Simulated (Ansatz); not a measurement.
Input:

Si:
```
Si
1.0
    2.52329     0.00000     0.00000
    0.00000     2.52329     0.00000
    0.00000     0.00000     2.52329
Si
1
Cartesian
  0.00000   0.00000   0.00000
```

This is the r²SCAN-relaxed structure.

**Question.** All from r²SCAN (plane waves, PAW; program Ansatz), unless another level is named. Give the bulk modulus (Birch–Murnaghan fit).

**Answer.** 104 GPa.

**Question.** Predict the elastic constants (relaxed ions, GPa).

**Answer.** C11 = 206, C12 = 55.4, C44 = 18.7.

Space group Pm-3m (simple cubic). The cell is a constructed one: a structure type filled with these elements; neither database checked (COD, Materials Project) lists it. It is not the phase usual at ambient conditions (space group No. 227). The r²SCAN relaxation kept the symmetry of its start; its stability against distortions is not shown here. As this level gives no gap, shear constants depend on the k-mesh and smearing (Fermi–Dirac, 0.1 eV here).

Potentials: the later of the program's two PAW sets.
